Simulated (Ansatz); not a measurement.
BiB in space group P-6m2 (No. 187; B on 1a, Bi on 1f) at seven volumes, r²SCAN in the plane-wave PAW code Ansatz, shape and atoms relaxed at each. One row is withheld.

```csv
V (Å³/atom),P (GPa)
17.402,8.58
17.976,5.27
18.550,2.44
19.123,0.00
19.697,-2.08
20.271,?
20.844,-5.30
```

Question: Fit the shown pressures and predict the withheld one.

Answer: P = (3/2)B₀(x^(7/2) − x^(5/2))[1 + (3/4)(B′ − 4)(x − 1)] with x = (V₀/V)^(2/3). Least squares on the six rows gives V₀ = 19.125 Å³/atom, B₀ = 74.2 GPa, B′ = 4.30. At V = 20.271, x = 0.9619 and P = -3.81 GPa. The run itself gave -3.82 GPa.

A made-up cell: these elements were put on the sites of a structure type; neither database checked (COD, Materials Project) lists it. Its standing as an ambient phase is unchecked. The cell was relaxed with r²SCAN under the symmetry of its start. At this level the phase is dynamically unstable (imaginary phonons). Scalar-relativistic: spin–orbit coupling is off unless named, which matters more the heavier the elements.

Potentials: the later of the program's two PAW sets.
